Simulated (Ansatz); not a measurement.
Q: AlPd$_{3}$N (anti-perovskite, Pm-3m) is relaxed with DFT-PBE in the program Ansatz with PAW potentials. What lattice parameters of the conventional cell result?

A: a = 4.131 Å.

Q: Is it a metal or does it have a gap at this level?

A: No gap at this level.

The start of the workflow was typed in or built on a structure type; neither database checked (COD, Materials Project) lists it. Whether it is the stable phase at ambient conditions was not checked. Symmetry was held in the PBE relaxation; whether a distortion lowers the energy is not shown. The run is not spin-polarised. The volume moved by 19 % from the start of the relaxation. Spin–orbit coupling is left out wherever it is not named.

Potentials: the earlier of the program's two PAW sets.
